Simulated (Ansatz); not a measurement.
From a trial cell to the properties of zincblende-structured ReSb

Computed with Ansatz (plane waves, PAW, 420 eV cutoff): PBEsol, scalar-relativistic, no spin polarisation, Γ-centred 10×10×10 mesh, 0.05 eV Gaussian smearing. The datasets are Ansatz's generated set soft_2.

The start was a prototype's sites filled with these elements, not a measured cell.

The first cell:

```yaml
crystal:
  lattice:
    - [0.00000, 2.71184, 2.71184]
    - [2.71184, 0.00000, 2.71184]
    - [2.71184, 2.71184, 0.00000]
  atoms:
    - { symbol: Re, position: [0.00000, 0.00000, 0.00000] }
    - { symbol: Sb, position: [0.25000, 0.25000, 0.25000] }
```

The first steps of the search for zero pressure:

```
run   level    k-mesh        kind  V (Å³/atom)  P (GPa)  gap on the mesh (eV)
  1  PBEsol  10×10×10  fixed cell        19.94     55.4                  0.08
  2  PBEsol  10×10×10  fixed cell        22.34     25.7                 metal
```

Q: At which volume does PBEsol reach zero pressure?

A: 26.34 Å³/atom, about 32.1 % over the start.

The steps that followed:

```
run   level    k-mesh        kind  V (Å³/atom)  P (GPa)  E − E(final) (meV/atom)  gap on the mesh (eV)
  3  PBEsol  10×10×10  fixed cell        25.02      6.3                     24.8                 metal
  4  PBEsol  10×10×10  fixed cell        26.41     -0.3                      0.1                 metal
  5  PBEsol  10×10×10  fixed cell        26.34      0.0                      0.0                 metal
```

Cell and atoms are those of this level's equilibrium.

The final structure (symmetry read at 0.01 Å). The structure is cubic, space group F-43m (No. 216). The conventional cell has a = 5.951 Å, b = 5.951 Å, c = 5.951 Å, α = 90.00°, β = 90.00°, γ = 90.00°. Around Re (site symmetry -43m) lie 4 Sb at 2.58 Å. Sb (site symmetry -43m) has 4 Re at 2.58 Å as nearest neighbours. (Shells end 15 % past the nearest neighbour.)

| atom | site | symmetry | x | y | z |
| --- | --- | --- | --- | --- | --- |
| Re | 4a | -43m | 0.0000 | 0.0000 | 0.0000 |
| Sb | 4d | -43m | 0.2500 | 0.2500 | 0.7500 |

At the final geometry the gap, band path included, is zero (metallic). The equation of state gives B0 = 110 GPa and B0′ = 4.5. Against the elements' standard states, run alike and uncorrected, the formation energy is 1.62 eV/atom, so this structure is unstable against them at this level. The runs in the table took roughly 0.5 core-minutes.

No spin–orbit coupling, a notable omission for heavy elements.
